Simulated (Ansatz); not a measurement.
BAs (zinc blende), conventional cell a = b = c = 4.809 Å, α = β = γ = 90.00°. The calculation uses the primitive cell of 2 atoms, to which meshes and values per cell refer.

Grid over V/V₀ and (c/a)/(c/a)₀, subscript 0 meaning the relaxed cell; the conventional c axis lies along z; no internal relaxation.

Computed with PBE (plane waves to 420 eV, PAW, scalar-relativistic; Ansatz, a first-principles code). k mesh 12×12×12 (Γ-centred), Fermi-Dirac smearing 0.05 eV. The energy includes the smearing's −TS. BAs was relaxed with its symmetry unable to fall. The PAW data are Ansatz's earlier set. The zero of ΔE is the relaxed starting cell.

Question: Give the computed ΔE (eV/atom) at all points of the grid V/V₀ = 0.920, 0.947, 0.973, 1.000, 1.027, 1.053, 1.080 by (c/a)/(c/a)₀ = 0.880, 0.920, 0.960, 1.000, 1.040, 1.080, 1.120.

Answer: ΔE (eV/atom), with V/V₀ across and (c/a)/(c/a)₀ down:

```csv
(c/a)/(c/a)₀ \ V/V₀,0.920,0.947,0.973,1.000,1.027,1.053,1.080
0.880,0.1228,0.0996,0.0869,0.0833,0.0876,0.0989,0.1162
0.920,0.0786,0.0548,0.0415,0.0375,0.0415,0.0525,0.0696
0.960,0.0513,0.0271,0.0136,0.0094,0.0133,0.0243,0.0414
1.000,0.0420,0.0178,0.0042,0.0000,0.0039,0.0148,0.0320
1.040,0.0513,0.0271,0.0136,0.0094,0.0133,0.0242,0.0413
1.080,0.0792,0.0551,0.0417,0.0375,0.0413,0.0522,0.0692
1.120,0.1255,0.1015,0.0880,0.0838,0.0875,0.0983,0.1151
```

(Under strain, the slope of the energy per volume gives the stress and its curvature an elastic modulus.)
